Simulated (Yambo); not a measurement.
LiBr (wurtzite, space group P6_3mc, No. 186) under biaxial strain of -2 % along x and y, z relaxed; a = b = 4.0520 Å, c = 6.7519 Å, α = β = 90.00°, γ = 120.00°. With the G0W0 scissor the direct gap on the mesh is 7.47 eV. Axes are Cartesian, with cell vectors (Å) (4.05, 0.00, 0.00), (-2.03, 3.51, 0.00), (0.00, 0.00, 6.75).

Q: Does this run resolve the lowest exciton, and if so, what are its energy and binding? (Yambo, PBEsol bands; 9×9×4 mesh, 6 valence and 4 conduction bands, static screening with 46 bands and a 4 Ry block, scissor 2.58 eV, Tamm-Dancoff.)

A: No. The lowest state covers only about 6 of the 324 k points, so the mesh doesn't resolve it: its energy and its distance from the direct gap are mesh artefacts. An extended exciton needs a far denser mesh. The scissor comes from a G0W0 run whose convergence isn't established. Spin-orbit splittings are left out.

This is not the ordinary phase of the substance; no match was found in the copy of COD used, and its stability was not checked.
